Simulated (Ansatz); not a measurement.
Input file for Ansatz (a quantum-chemistry and plane-wave program):

Ansatz 0.2 input:
```yaml
crystal:
  lattice:
    - [3.7956444938, 0.0, 0.0]
    - [0.0, 3.7956444938, 0.0]
    - [0.0, 0.0, 4.6720716798]
  atoms:
    - { symbol: C, position: [0.9239488043, 0.0760511957, 0.75] }
    - { symbol: C, position: [0.4239488043, 0.4239488043, 0.0] }
    - { symbol: C, position: [0.0760511957, 0.9239488043, 0.25] }
    - { symbol: C, position: [0.5760511957, 0.5760511957, 0.5] }
    - { symbol: C, position: [0.6211407032, 0.1670453531, 0.5336295575] }
    - { symbol: C, position: [0.3329546469, 0.1211407032, 0.7836295575] }
    - { symbol: C, position: [0.3788592968, 0.8329546469, 0.0336295575] }
    - { symbol: C, position: [0.6670453531, 0.8788592968, 0.2836295575] }
    - { symbol: C, position: [0.1211407032, 0.3329546469, 0.2163704425] }
    - { symbol: C, position: [0.8329546469, 0.3788592968, 0.9663704425] }
    - { symbol: C, position: [0.8788592968, 0.6670453531, 0.7163704425] }
    - { symbol: C, position: [0.1670453531, 0.6211407032, 0.4663704425] }
kpoints:
  mp_grid: { grid: [4, 4, 4] }
hamiltonian:
  xc: hse06
  pseudopotentials: { kind: paw }
scf:
  n_extra_bands: 12
  occupations: { method: fixed }
output:
  eigenvalues: true
  eigenstates:
    e_range: [-9.0, 16.1]
    kpoints:
      - [0.299479, 0.299479, 0.0]  # VBM
      - [0.0, 0.0, 0.0]  # CBM
      - [0.0, 0.0, 0.0]  # GAMMA
      - [0.0, 0.0, 0.5]  # Z
      - [0.5, 0.5, 0.0]  # M
      - [0.5, 0.5, 0.5]  # A
      - [0.0, 0.5, 0.5]  # R
      - [0.0, 0.5, 0.0]  # X
```

Output (shortened):

```
Pseudopotential: C, paw, valence charge 4
Functional definition: HSE06
davidson cushion auto → on  (no smearing: the cushion is to keep the highest requested band from converging to the state above it …
Crystal: 12 atoms, lattice volume = 67.310 Å³
Basis set: ecut = 420 eV, 1303 PW (Γ)
Bands: 36, of which v1, the nominal top of the filled ones, is band 24 counted from 1 (23 counted from 0)
Symmetry: 8 space group operations
Space group: P41212 (ITA 92), of the structure as read, at distance tolerance 4.1e-5 Å
k-points: 18 of 64
SCF iter   1: F=—  HF=-2999.061762 eV  |F-HF|=—  |Δ(HF+E_count)|=         —  Δρ=9.19e-3  dr2=2.21e-2  ethr=1.77e-3  ⟨swp⟩=5.9  Hψ=3139  notcnv=0
preconditioner: auto → none
SCF iter   2: F=—  HF=-2999.058943 eV  |F-HF|=—  |Δ(HF+E_count)|=   2.82e-3  Δρ=4.30e-3  dr2=4.04e-3  ethr=4.60e-5  ⟨swp⟩=3.3  Hψ=1540  notcnv=0  defer=1
iter 3 solved again at ethr=5.51e-7 eV; its pass at ethr=8.43e-6 eV (dr2=2.65e-4 eV) is discarded
SCF iter   3: F=-2999.058939 eV  HF=-2999.059123 eV  |F-HF|=1.84e-4  |Δ(HF+E_count)|=   1.80e-4  Δρ=7.25e-4  dr2=2.74e-4  ethr=5.51e-7  ⟨swp⟩=3.7  Hψ=3013  notcnv=0  defer=4
SCF 1 stopped early in 3 iterations: F = -2999.058939 eV  dr2 = 2.74e-4
Crystal: 12 atoms, lattice volume = 67.310 Å³
Exchange kernel: α = 0.2500, screened, ω = 0.2079 Å⁻¹, Wigner–Seitz truncation, v(0) = 1034.0257 eV·Å³, q-mesh 4×4×4, nearest image of the exchange supercell L …
Frozen-core exchange: fock
SCF iter   1: F=—  HF=-2999.407208 eV  |F-HF|=—  |Δ(HF+E_count)|=         —  Δρ=1.12e-2  dr2=3.82e-2  ethr=5.70e-6  ⟨swp⟩=7.0  Hψ=3318  notcnv=0
preconditioner: auto → none
SCF iter   2: F=—  HF=-2999.392178 eV  |F-HF|=—  |Δ(HF+E_count)|=   1.50e-2  Δρ=4.65e-3  dr2=6.03e-3  ethr=5.70e-6  ⟨swp⟩=3.5  Hψ=2108  notcnv=0
SCF iter   3: F=—  HF=-2999.404301 eV  |F-HF|=—  |Δ(HF+E_count)|=   1.21e-2  Δρ=1.24e-3  dr2=4.15e-4  ethr=5.70e-6  ⟨swp⟩=3.8  Hψ=2046  notcnv=0
SCF iter   4: F=—  HF=-2999.404160 eV  |F-HF|=—  |Δ(HF+E_count)|=   1.41e-4  Δρ=2.53e-4  dr2=4.15e-5  ethr=8.19e-7  ⟨swp⟩=3.0  Hψ=1663  notcnv=0
SCF iter   5: F=-2999.404312 eV  HF=-2999.404319 eV  |F-HF|=6.28e-6  |Δ(HF+E_count)|=   1.58e-4  Δρ=1.79e-4  dr2=1.14e-5  ethr=5.53e-8  ⟨swp⟩=4.1  Hψ=2201  notcnv=0
SCF 2 stopped early in 5 iterations: F = -2999.404312 eV  dr2 = 1.14e-5
hybrid outer 1: dexx = +1.608e-2 eV, tail = 7.57e-5 eV
Crystal: 12 atoms, lattice volume = 67.310 Å³
Exchange kernel: α = 0.2500, screened, ω = 0.2079 Å⁻¹, Wigner–Seitz truncation, v(0) = 1034.0257 eV·Å³, q-mesh 4×4×4, nearest image of the exchange supercell L …
Frozen-core exchange: fock
SCF iter   1: F=—  HF=-2999.404384 eV  |F-HF|=—  |Δ(HF+E_count)|=         —  Δρ=9.44e-5  dr2=5.01e-6  ethr=7.89e-7  ⟨swp⟩=2.8  Hψ=1493  notcnv=0
preconditioner: auto → none
iter 2 solved again at ethr=2.07e-10 eV; its pass at ethr=7.36e-9 eV (dr2=9.92e-8 eV) is discarded
SCF iter   2: F=—  HF=-2999.404383 eV  |F-HF|=—  |Δ(HF+E_count)|=   6.93e-7  Δρ=2.47e-5  dr2=1.52e-7  ethr=2.07e-10  ⟨swp⟩=2.8  Hψ=3551  notcnv=0
SCF iter   3: F=-2999.404383 eV  HF=-2999.404383 eV  |F-HF|=1.88e-9  |Δ(HF+E_count)|=   2.49e-9  Δρ=5.13e-6  dr2=5.29e-8  ethr=2.07e-10  ⟨swp⟩=2.1  Hψ=1441  notcnv=0
SCF 3 converged in 3 iterations: F = -2999.404383 eV  dr2 = 5.29e-8
hybrid outer 2: dexx = +9.447e-7 eV, tail = 1.27e-7 eV, Δε = 2.45e-3 eV (about 1.18e-4 eV left of the loop's levels)
NSCF: frozen V_eff on 8 k-points
hybrid SCF converged: 2 outer / 8 inner (+3 warm-up), last move |dexx| = 9.45e-7 eV, tail = 1.27e-7 eV
Stability not checked (fock_operator)
Free energy (F): -2999.404384 eV
Frozen-core exchange: fock
Harris-Foulkes:  -2999.404384 eV  (|F-HF|=1.88e-9)
Internal energy: -2999.404384 eV  (E = F + TS)
E sigma→0 (E₀):  -2999.404384 eV
Fermi energy:    11.620553 eV
--- Per-component energies (eV) ---
  E_band       = 160.922996
  E_kinetic    = 1087.119848
  E_local      = -659.590896  (includes V_loc(G=0)·N_el)
  E_nonlocal   = 313.180631
  E_hartree    = 142.088145
  E_xc         = -471.377643
  E_vxc        = -579.126075  (∫ρ·V_xc dr)
  E_exx        = -107.613266  (= α·E_x^exact, valence–valence)
  E_paw        = -1189.163102  (= ΣΔE_a)
  E_vpaw       = -69.609182  (= ΣTr[D̂ρ^β])
  E_aug_tail   = 0.000093  (compensation charges beyond the density's cutoff)
  E_ewald      = -2113.841576
  E_core_change = -0.206619  (= ΣΔE_core)
  E_smearing   =  0.000000  (= −TS)
  E_closure    =  0.000000  (closes the sum)
  Σ components = -2999.404384   (vs F -2999.404384, Δ=4.55e-13)
  [band-id]    e_kinetic+e_local+e_nonlocal+2·e_hartree+e_vxc+2·e_exx+e_vpaw+e_augmentation_tail = 160.924178   (vs E_band 160.922996, Δ=1.18e-3)
--- Band table (eV; the first three rows and the last of 18) ---
  k-point 0: bands = ["-10.9372", "-5.6535", "-5.6535", "-2.3551", "-2.0082", "-1.4437", "-1.4437", "2.5343", "2.5589", "2.5589", "2.8344", "3.9665", "4.2118", "4.8919", "4.8919", "6.3157", "7.1751", "7.1751", "7.5789", "7.8260", "9.6456", "9.9028", "9.9028", …
  k-point 1: bands = ["-10.5829", "-7.8409", "-3.3734", "-2.0772", "-1.7745", "-1.4628", "-0.9458", "0.5795", "1.8072", "1.8268", "2.1599", "4.2959", "5.3535", "5.9882", "6.1602", "6.4503", "6.6211", "7.3332", "7.7758", "8.3580", "9.5285", "9.6906", "9.8834", …
  k-point 2: bands = ["-9.5335", "-9.5335", "-1.6196", "-1.6196", "-1.3684", "-1.3684", "-1.0742", "-1.0742", "1.1535", "1.1535", "2.9972", "2.9972", "6.1511", "6.1511", "6.7453", "6.7453", "7.1539", "7.1539", "8.2745", "8.2745", "9.6558", "9.6558", …
  k-point 17: bands = ["-6.2273", "-6.2273", "-6.2273", "-6.2273", "-3.5546", "-3.5546", "-3.5546", "-3.5546", "5.6999", "5.6999", "5.6999", "5.6999", "6.3210", "6.3210", "6.3210", "6.3210", "9.3366", "9.3366", "9.3366", "9.3366", "9.7769", "9.7769", …
```

Cost: roughly 80 core-seconds on shared cores.

The points marked VBM and CBM come from a semilocal run.

Space group P4_12_12. The start of the workflow was typed in or built on a structure type; neither database checked (COD, Materials Project) lists it. It is not the phase usual at ambient conditions (space group No. 194, 227). The cell was relaxed with r²SCAN under the symmetry of its start; its stability against distortions is not shown here. The volume moved by 26 % from the start of the relaxation.

Potentials: the later of the program's two PAW sets.

Ansatz is a plane-wave DFT program.
